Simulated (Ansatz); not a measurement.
## CuNiCO single point

Input file of Ansatz 0.2.0:

```yaml
crystal:
  lattice:
    - [3.40187107, 0.0, 0.0]
    - [0.0, 3.40187107, 0.0]
    - [0.0, 0.0, 7.69490968]
  atoms:
    - { symbol: Cu, position: [0.75, 0.25, 0.5] }
    - { symbol: Cu, position: [0.25, 0.75, 0.5] }
    - { symbol: C, position: [0.25, 0.25, 0.3442] }
    - { symbol: C, position: [0.75, 0.75, 0.6558] }
    - { symbol: Ni, position: [0.25, 0.75, 0.0] }
    - { symbol: Ni, position: [0.75, 0.25, 0.0] }
    - { symbol: O, position: [0.25, 0.25, 0.9256] }
    - { symbol: O, position: [0.75, 0.75, 0.0744] }
  symmetry: { tolerance: 0.0003 }
kpoints:
  mp_grid: { grid: [10, 10, 5], shift: [0, 0, 0] }
  band_path:
    path:
      - [0.0, 0.0, 0.0]
      - [0.0, 0.5, 0.0]
      - [0.5, 0.5, 0.0]
      - [0.0, 0.0, 0.0]
      - [0.0, 0.0, 0.5]
      - [0.0, 0.5, 0.5]
      - [0.5, 0.5, 0.5]
      - [0.0, 0.0, 0.5]
      - [0.0, 0.5, 0.0]
      - [0.0, 0.5, 0.5]
      - [0.5, 0.5, 0.0]
    npoints: 7
magnetization:
  spin_polarized: false
scf:
  occupations: { method: fermi_dirac }
  lower_state_search: "off"
  max_iter: 200
hamiltonian:
  pseudopotentials: { kind: paw }
  xc: r2scan
basis:
  ecutwfc: 500
  fft_grid_basis: typed
output:
  forces: true
  stress: true
  eigenvalues: true
  bader: true
  populations: true
  elf: true
  write_potential: true
  volumetric_format: npy
  dos:
    e_range: [-12, 8]
    de: 0.05
    projected: { site_lists: { C: [C], Cu: [Cu], Ni: [Ni], O: [O] } }
  write_density: true
checkpoint:
  read: saved_state
```

Run as

```sh
ansatz run input.yaml --threads 1 --pin off --max-ram 2560MiB --backend cpu --events-out ev --progress --plain --runs-dir out
```

The saved state is an earlier solution for the same cell, perhaps on another mesh. 

Parts of the output:

```
SCF iter   1: F=-26581.0344 eV  Δρ=1.23e-2  dr2=1.58e-1  dr2_τ=3.80e-3
SCF iter   2: F=-26581.1732 eV  Δρ=3.10e-3  dr2=4.14e-3  dr2_τ=8.09e-4
SCF iter   3: F=-26581.1707 eV  Δρ=3.26e-3  dr2=5.78e-3  dr2_τ=4.14e-5
SCF iter   4: F=-26581.1759 eV  Δρ=9.22e-4  dr2=5.79e-4  dr2_τ=6.58e-6
SCF iter   5: F=-26581.1765 eV  Δρ=3.11e-4  dr2=7.81e-5  dr2_τ=4.47e-7
SCF iter   6: F=-26581.1766 eV  Δρ=9.28e-5  dr2=8.24e-6  dr2_τ=7.45e-8
SCF iter   7: F=-26581.1766 eV  Δρ=3.01e-5  dr2=7.41e-7  dr2_τ=5.42e-9
SCF iter   8: F=-26581.1766 eV  Δρ=2.35e-6  dr2=2.56e-9  dr2_τ=2.52e-10
Free energy (F): -26581.1766 eV
Harris-Foulkes:  -26581.1766 eV  (|F-HF|=1.27e-10)
Internal energy: -26581.0470 eV  (E = F + TS)
E sigma→0 (E₀):  -26581.1118 eV
Entropy (-TS):   -0.1295 eV (-16.191 meV/atom)
Fermi energy:    10.8778 eV
--- Per-component energies (eV) ---
  E_band       = -1903.8363
  E_kinetic    = 1672.7472
  E_local      = -21410.0024  (includes V_loc(G=0)·N_el)
  E_nonlocal   = 2218.6526
  E_hartree    = 9268.6584
  E_xc         = -561.0326
  E_vxc        = -816.2344  (∫ρ·V_xc dr)
  E_paw        = -7151.1297  (= ΣΔE_a)
  E_vpaw       = -2161.0366  (= ΣTr[D̂ρ^β])
  E_aug_tail   = 0.0023  (compensation charges beyond the density's cutoff)
  E_vtau       = 54.7226  (kinetic-family band-sum trace: ∫τ·v_τ [+ j·A + Jᵃ·Aᵃ] dr)
  E_ewald      = -10617.6271
  E_core_change = -1.3158  (= ΣΔE_core)
  E_smearing   = -0.1295  (= −TS)
--- Forces (eV/Å), atoms counted from 1 ---
  atom   1  Cu     0.0000     0.0000     0.0000
  atom   2  Cu     0.0000     0.0000     0.0000
  atom   3  C      0.0000     0.0000     2.5339
  atom   4  C      0.0000     0.0000    -2.5339
  atom   5  Ni     0.0000     0.0000     0.0000
  atom   6  Ni     0.0000     0.0000     0.0000
  atom   7  O      0.0000     0.0000    -0.3753
  atom   8  O      0.0000     0.0000     0.3753
--- Stress (GPa, compression-positive) ---
       26.6560       0.0000       0.0000
        0.0000      26.6560       0.0000
        0.0000       0.0000     -12.9455
  P = ⅓ Tr σ = 13.4555 GPa (134.555 kbar)
--- Löwdin populations: 8 sites ---
  site symbol       q [e]
     0     Cu     18.0885
     1     Cu     18.0885
     2      C      4.8863
     3      C      4.8863
     4     Ni     17.0164
     5     Ni     17.0164
     6      O      6.7420
     7      O      6.7420
  spilling = 0.0057 (of n_electrons = 94.0000)
--- Bader charges: 8 sites ---
  site symbol  charge [e]  shift [e]
     0     Cu      0.5464     0.0008
     1     Cu      0.5463     0.0008
     2      C     -0.6506     0.0008
     3      C     -0.6506     0.0008
     4     Ni      1.1023     0.0139
     5     Ni      1.1023     0.0139
     6      O     -0.9981     0.0139
     7      O     -0.9981     0.0139
```

Origin: a known structure type with other elements, at an estimated volume, so it need not be a known compound. Caveats: no spin polarisation, so a magnetic state may lie lower; atoms or cell far from equilibrium.

Cost: 110 s on 1 thread of Intel(R) Xeon(R) Platinum 8488C (Sapphire Rapids), with other jobs on the host, peak memory 0.86 GiB (start from a saved density).
